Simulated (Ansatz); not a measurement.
A generator proposed this cell of LaSc2F.

```xyz
4
Lattice="3.8054 0.0000 0.0000 0.0000 3.8054 0.0000 0.0000 0.0000 5.2131" Properties=species:S:1:pos:R:3 pbc="T T T"
La    0.0000    0.0000    0.0000
Sc    0.0000    0.0000    2.6066
Sc    1.9027    1.9027    0.0000
F     1.9027    1.9027    2.6066
```

Computed with DFT PBE, scalar-relativistic, plane waves, PAW in Ansatz. Cutoff 420 eV; k points 4×4×4 on the computed 4-atom cell (Γ-centred); Gaussian smearing, width 0.10 eV; no spin polarisation.

Energies over the elements count from the elements' standard structures at the same level (F₂ as a molecule), with no fitted energy shifts.

Question: How far from equilibrium is it?

Answer: The pressure is 12.1 GPa (the mean over three directions, positive in compression), the largest force is 0.00 eV/Å (symmetry fixes the atoms), and the energy is +0.09 eV/atom against the elements. The shortest distance is 2.61 Å.

Question: Is it a good guess?

Answer: A fair one: relaxing gains about 0.18 eV/atom (the start's value is from the coarse mesh, so the gain is rough) in 15 ionic steps and ends at −0.09 eV/atom on the finer mesh. The symmetry stays P4/mmm (No. 123). The volume per atom grows by 26.2 %, from 18.9 to 23.8 Å³. The shortest distance goes from 2.61 Å (La–Sc and Sc–F) to 2.85 Å (La–Sc and Sc–F). Conventional cell: a = 4.085 Å, c = 5.709 Å. La is surrounded by 6 Sc at 2.85–2.89 Å, 8 F at 4.06 Å and 4 La at 4.09 Å; around Sc on its first site lie 2 La at 2.85 Å and 4 F at 2.89 Å; F is surrounded by 6 Sc at 2.85–2.89 Å; 1 more site not described.

The last run used collinear spin, a 12×12×8 mesh (in the run's order of axes) for its 4-atom cell and Gaussian smearing of 0.10 eV. The relaxation can't lower the symmetry of the start, and the grade says only how near the guess is to its own end. A structure relaxed within its symmetry needn't be a true minimum. Another cell of LaSc2F relaxed alike but without spin, in I4/mmm, lies 1.08 eV/atom lower, so this cell isn't the stable form at this level.
